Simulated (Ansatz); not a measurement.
Input:

BaTiO₃ (tetragonal-perovskite type, space group P4mm)

```cif
data_BaO3Ti
_chemical_formula_sum 'Ti1 Ba1 O3'
_space_group_name_H-M_alt 'P 1'
_space_group_IT_number 1
_cell_length_a 3.97219
_cell_length_b 3.97219
_cell_length_c 4.11302
_cell_angle_alpha 90.000
_cell_angle_beta 90.000
_cell_angle_gamma 90.000
loop_
_space_group_symop_operation_xyz
  'x, y, z'
loop_
_atom_site_label
_atom_site_type_symbol
_atom_site_fract_x
_atom_site_fract_y
_atom_site_fract_z
_atom_site_occupancy
Ti1 Ti 0.50000 0.50000 0.45235 1
Ba1 Ba 0.00000 0.00000 0.93424 1
O1 O 0.50000 0.50000 0.89516 1
O2 O 0.50000 0.00000 0.41213 1
O3 O 0.00000 0.50000 0.41213 1
```

The volume is varied about the relaxed value V₀ at fixed cell shape. The atoms relax within the cell's symmetry.

Computed with r2SCAN (plane waves to 500 eV, PAW, scalar-relativistic; Ansatz, a quantum-chemistry and plane-wave program). k mesh 8×8×8 (Γ-centred), Fermi-Dirac smearing 0.05 eV. The energy includes the smearing's −TS. Stress and pressure are positive under compression. With the shape held, the modulus is that of even scaling; a crystal free to change shape is softer. BaTiO3 is run without spin polarisation. BaTiO3 was relaxed with its symmetry unable to fall. ΔE is measured from the relaxed starting cell.

The scan covers V/V₀ from 0.900 to 1.100 in 9 points.

Problem. What is the fitted pressure derivative B₀′?

Solution. 5.3.

Problem. What bulk modulus at fixed cell shape B₀ follows from a third-order Birch-Murnaghan fit?

Solution. 144 GPa.

(A scan under strain: stresses follow from slopes of the energy per volume, elastic moduli from its curvatures.)
